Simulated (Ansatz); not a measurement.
An element in the diamond structure gives these cold pressures by all-electron LAPW under PBEsol (Ansatz 0.2.0, scalar-relativistic, no spin polarisation).

```csv
V (Å³/atom),P (GPa)
28.92,0.07
25.45,6.02
22.56,14.82
19.66,32.2
16.77,70.6
14.46,135.7
12.44,249.8
```

(1) Which element is it?

Results:

(1) Zr. Its zero-pressure volume in this structure is near 28.9 Å³/atom; the volume and the steepness of P(V) together point to it, though neighbours can come close. This is the case that was computed; others weren't tested.
